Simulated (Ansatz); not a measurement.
**Structures of CuPt2: which is lowest?**

Plane-wave DFT in Ansatz with scalar-relativistic PAW potentials, cutoff 420 eV, Γ-centred meshes chosen by cell and gap, Gaussian smearing with energies taken to zero width. Every cell was relaxed (cell and atoms) in a run of its own, within the symmetry of its start. Functional: PBE.

Relaxed structures (starts from databases or built by putting these elements on another compound's sites):
A. Fm-3m, 3 atoms in the computed cell, a = 5.799 Å; sites (symmetry × multiplicity) Cu m-3m × 4, Pt -43m × 8; start: built
B. P6/mmm, 3 atoms in the computed cell, a = 4.422 Å, c = 2.700 Å; sites (symmetry × multiplicity) Cu 6/mmm × 1, Pt -6m2 × 2; start: built

Problem. Rank them by energy. Could pressure change the order?

Solution.
| structure | group | E − E(lowest) (meV/atom) | V (Å³/atom) | gap on mesh (eV) |
| --- | --- | --- | --- | --- |
| B | P6/mmm | 0.0 | 15.24 | 0.00 |
| A | Fm-3m | 197 | 16.25 | 0.00 |

B is lowest, 197 meV/atom under A. The lowest is also the densest of these, so pressure wouldn't bring one of the others in at first order. Other structures may lie lower than all of these, and vibrations aren't counted.

Spin-orbit coupling is left out, which matters for the bands of heavy elements.